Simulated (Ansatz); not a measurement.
Input file for Ansatz (a first-principles code):

Ansatz 0.2 input:
```yaml
crystal:
  lattice:
    - [4.8154687607, 0.0, 0.0]
    - [-2.4077343804, 4.1703182779, 0.0]
    - [0.0, 0.0, 7.991454807]
  atoms:
    - { symbol: Sr, position: [0.0, 0.0, 0.0] }
    - { symbol: Mg, position: [0.6666666667, 0.3333333333, 0.374577089] }
    - { symbol: Mg, position: [0.3333333333, 0.6666666667, 0.625422911] }
    - { symbol: Bi, position: [0.6666666667, 0.3333333333, 0.7456283533] }
    - { symbol: Bi, position: [0.3333333333, 0.6666666667, 0.2543716467] }
kpoints:
  mp_grid: { grid: [6, 6, 3] }
  band_path:
    path:
      - [[0.0, 0.0, 0.0], [0.5, 0.0, 0.0], [0.3333333333, 0.3333333333, 0.0], [0.0, 0.0, 0.0], [0.0, 0.0, 0.5], [0.5, 0.0, 0.5], [0.3333333333, 0.3333333333, 0.5], [0.0, 0.0, 0.5]]  # Γ-M-K-Γ-A-L-H-A
      - [[0.5, 0.0, 0.5], [0.5, 0.0, 0.0]]  # L-M
      - [[0.3333333333, 0.3333333333, 0.5], [0.3333333333, 0.3333333333, 0.0]]  # H-K
      - [VBM, CBM]
    npoints: 8
hamiltonian:
  xc: r2scan
  pseudopotentials: { kind: paw }
magnetization: { noncollinear: true, spin_orbit: true }
scf:
  n_extra_bands: 12
  convergence: { dr2_threshold: 0.0000000001 }
  occupations: { method: gaussian, width: 0.01 }
checkpoint: { write: soc.run }
output: { eigenvalues: true }
```

Output (shortened):

```
Pseudopotential: Sr, paw_fr, valence charge 10
Pseudopotential: Mg, paw_fr, valence charge 10
Pseudopotential: Bi, paw_fr, valence charge 15
Functional definition: r2SCAN
non-collinear run that drives no moment, with spin-orbit …
Crystal: 5 atoms, lattice volume = 160.485 Å³
Basis set: ecut = 500 eV, 4031 PW (Γ), exchange–correlation on 144×144×240 points (64 copies of the dense FFT grid, shifted against one another)
Bands: 72, of which v1, the nominal top of the filled ones, is band 60 counted from 1 (59 counted from 0)
Symmetry: 12 space group operations + 12 with time reversal
k-points: 17 of 108
Projection manifold: j_resolved (fully-relativistic pseudo-atomic orbitals)
SCF iter   1: F=—  HF=-32161.929448 eV  |F-HF|=—  |Δ(HF+E_count)|=         —  Δρ=3.05e-2  dr2=2.40e0  dr2_τ=1.14e-2  dr2_m=0.00e0 (ungated)  ethr=3.10e-3  |M|=0.00e0 ∫|m|=0.00e0 μB  |m|>n=0.0e0 m-floor=0.0e0 τ_xc=0.0e0  β_m=0.30  ⟨swp⟩=11.1  Hψ=3341  notcnv=0  defer=6
preconditioner: auto → Resta (q_TF=auto, 2.316 Å⁻¹)
spin=Noncollinear: Resta preconditioning applied to the charge; magnetization (m_x, m_y, m_z) channels mix plain (no charge-response kernel on spin).
SCF iter   2: F=—  HF=-32161.780329 eV  |F-HF|=—  |Δ(HF+E_count)|=   1.49e-1  Δρ=2.08e-2  dr2=9.29e-1  dr2_τ=3.09e-3  dr2_m=0.00e0 (ungated)  ethr=3.10e-3  |M|=0.00e0 ∫|m|=0.00e0 μB  |m|>n=0.0e0 m-floor=0.0e0 τ_xc=0.0e0  β_m=0.55  ⟨swp⟩=2.9  Hψ=797  notcnv=0  defer=108
SCF iter   3: F=—  HF=-32161.818183 eV  |F-HF|=—  |Δ(HF+E_count)|=   3.79e-2  Δρ=5.90e-3  dr2=6.67e-2  dr2_τ=3.81e-4  dr2_m=0.00e0 (ungated)  ethr=1.55e-3  |M|=0.00e0 ∫|m|=0.00e0 μB  |m|>n=0.0e0 m-floor=0.0e0 τ_xc=0.0e0  β_m=0.78  ⟨swp⟩=4.4  Hψ=1141  notcnv=0  defer=108
SCF iter   4: F=—  HF=-32161.854207 eV  |F-HF|=—  |Δ(HF+E_count)|=   3.60e-2  Δρ=1.24e-3  dr2=2.58e-3  dr2_τ=3.76e-5  dr2_m=0.00e0 (ungated)  ethr=1.11e-4  |M|=0.00e0 ∫|m|=0.00e0 μB  |m|>n=0.0e0 m-floor=0.0e0 τ_xc=0.0e0  β_m=0.83  ⟨swp⟩=3.0  Hψ=788  notcnv=0  defer=114
SCF iter   5: F=—  HF=-32161.855184 eV  |F-HF|=—  |Δ(HF+E_count)|=   9.77e-4  Δρ=3.73e-4  dr2=4.24e-4  dr2_τ=2.30e-6  dr2_m=0.00e0 (ungated)  ethr=4.29e-6  |M|=0.00e0 ∫|m|=0.00e0 μB  |m|>n=0.0e0 m-floor=0.0e0 τ_xc=0.0e0  β_m=0.85  ⟨swp⟩=2.6  Hψ=1123  notcnv=0  defer=114
SCF iter   6: F=—  HF=-32161.855283 eV  |F-HF|=—  |Δ(HF+E_count)|=   9.87e-5  Δρ=1.08e-4  dr2=2.39e-5  dr2_τ=1.71e-7  dr2_m=0.00e0 (ungated)  ethr=7.07e-7  |M|=0.00e0 ∫|m|=0.00e0 μB  |m|>n=0.0e0 m-floor=0.0e0 τ_xc=0.0e0  β_m=0.93  ⟨swp⟩=2.5  Hψ=914  notcnv=0  defer=114
SCF iter   7: F=—  HF=-32161.855323 eV  |F-HF|=—  |Δ(HF+E_count)|=   4.00e-5  Δρ=3.20e-5  dr2=2.62e-6  dr2_τ=8.21e-9  dr2_m=0.00e0 (ungated)  ethr=3.99e-8  |M|=0.00e0 ∫|m|=0.00e0 μB  |m|>n=0.0e0 m-floor=0.0e0 τ_xc=0.0e0  β_m=0.96  ⟨swp⟩=3.0  Hψ=1070  notcnv=0  defer=114
SCF iter   8: F=—  HF=-32161.855368 eV  |F-HF|=—  |Δ(HF+E_count)|=   4.45e-5  Δρ=1.04e-5  dr2=3.41e-7  dr2_τ=1.96e-9  dr2_m=0.00e0 (ungated)  ethr=4.36e-9  |M|=0.00e0 ∫|m|=0.00e0 μB  |m|>n=0.0e0 m-floor=0.0e0 τ_xc=0.0e0  β_m=0.94  ⟨swp⟩=2.0  Hψ=965  notcnv=0  defer=114
SCF iter  11: F=-32161.855367 eV  HF=-32161.855367 eV  |F-HF|=7.28e-12  |Δ(HF+E_count)|=  4.73e-10  Δρ=1.01e-7  dr2=1.79e-11  dr2_τ=4.98e-13  dr2_m=0.00e0 (ungated)  ethr=1.00e-12  |M|=0.00e0 ∫|m|=0.00e0 μB  |m|>n=0.0e0 m-floor=0.0e0 τ_xc=0.0e0  ⟨swp⟩=14.7  Hψ=2769  notcnv=0
SCF 1 converged in 11 iterations: F = -32161.855367 eV  dr2 = 1.79e-11
NSCF: frozen V_eff on 34 k-points
NSCF: frozen V_eff on 34 k-points
NSCF: frozen V_eff on 34 k-points
NSCF: frozen V_eff on 30 k-points
NSCF: frozen V_eff on 12 k-points
NSCF: frozen V_eff on 4 k-points
NSCF: frozen V_eff on 4 k-points
NSCF: frozen V_eff on 4 k-points
NSCF: frozen V_eff on 4 k-points
NSCF: frozen V_eff on 4 k-points
NSCF: frozen V_eff on 84 k-points
SCF converged after 11 iterations
Magnetization: |M| = 0.0000 μB,  M = (+0.0000, +0.0000, +0.0000) μB
Absolute magnetization: 0.0000 μB (∫|m|)
  site 0: m = (+0.0000, +0.0000, +0.0000) μB, |m| = 0.0000 μB  (R = 1.42 Å)
  site 1: m = (+0.0000, +0.0000, +0.0000) μB, |m| = 0.0000 μB  (R = 1.21 Å)
  site 2: m = (+0.0000, +0.0000, +0.0000) μB, |m| = 0.0000 μB  (R = 1.21 Å)
  site 3: m = (+0.0000, +0.0000, +0.0000) μB, |m| = 0.0000 μB  (R = 1.21 Å)
  site 4: m = (+0.0000, +0.0000, +0.0000) μB, |m| = 0.0000 μB  (R = 1.21 Å)
Free energy (F): -32161.855367 eV
Harris-Foulkes:  -32161.855367 eV  (|F-HF|=7.28e-12)
Internal energy: -32161.855367 eV  (E = F + TS)
E sigma→0 (E₀):  -32161.855367 eV
Fermi energy:    8.027007 eV
--- Per-component energies (eV) ---
  E_band       = -1112.523166
  E_kinetic    = 1004.224615
  E_local      = -7523.663930  (includes V_loc(G=0)·N_el)
  E_nonlocal   = 1510.328500
  E_hartree    = 2576.512361
  E_xc         = -498.265783
  E_vxc        = -567.410516  (∫ρ·V_xc dr)
  E_paw        = -24617.736215  (= ΣΔE_a)
  E_vpaw       = -725.230142  (= ΣTr[D̂ρ^β])
  E_aug_tail   = -0.000495  (compensation charges beyond the density's cutoff)
  E_vtau       = 36.204187  (kinetic-family band-sum trace: ∫τ·v_τ [+ j·A + Jᵃ·Aᵃ] dr)
  E_ewald      = -4614.753868
  E_core_change = 1.499449  (= ΣΔE_core)
  E_smearing   =  0.000000  (= −TS)
  E_closure    = 0.000000  (closes the sum)
  Σ components = -32161.855367   (vs F -32161.855367, Δ=0.00e0)
  [band-id]    e_kinetic+e_local+e_nonlocal+2·e_hartree+e_vxc+e_vpaw+e_augmentation_tail+e_vtau = -1112.523061   (vs E_band -1112.523166, Δ=1.05e-4)
--- Band table (eV; the first three rows and the last of 17) ---
  k-point 0: bands = ["-72.0027", "-72.0027", "-72.0022", "-72.0022", "-37.2966", "-37.2966", "-37.2935", "-37.2935", "-37.0071", "-37.0071", "-37.0069", "-37.0069", "-37.0039", "-37.0039", "-37.0037", "-37.0037", "-29.8609", "-29.8609", "-16.7448", …
  k-point 1: bands = ["-72.0027", "-72.0027", "-72.0022", "-72.0022", "-37.2966", "-37.2966", "-37.2935", "-37.2935", "-37.0071", "-37.0071", "-37.0069", "-37.0069", "-37.0039", "-37.0039", "-37.0037", "-37.0037", "-29.8609", "-29.8609", "-16.7450", …
  k-point 2: bands = ["-72.0027", "-72.0027", "-72.0022", "-72.0022", "-37.2964", "-37.2964", "-37.2937", "-37.2937", "-37.0071", "-37.0071", "-37.0069", "-37.0069", "-37.0040", "-37.0040", "-37.0037", "-37.0037", "-29.8604", "-29.8604", "-16.7449", …
  k-point 16: bands = ["-72.0024", "-72.0024", "-72.0024", "-72.0024", "-37.2951", "-37.2951", "-37.2951", "-37.2951", "-37.0076", "-37.0076", "-37.0056", "-37.0056", "-37.0053", "-37.0053", "-37.0033", "-37.0033", "-29.8588", "-29.8588", "-16.7441", …
```

Cost: around 8 core-minutes (rough) on shared cores.

Space group P-3m1. The workflow started from a Materials Project entry (that database holds measured and hypothetical structures alike); the Crystallography Open Database copy checked does not list it. Whether it is the stable phase at ambient conditions was not checked. The r²SCAN relaxation kept the symmetry of its start; whether a distortion lowers the energy is not shown.

Potentials: the later of the program's two PAW sets.

Ansatz is a plane-wave DFT program.
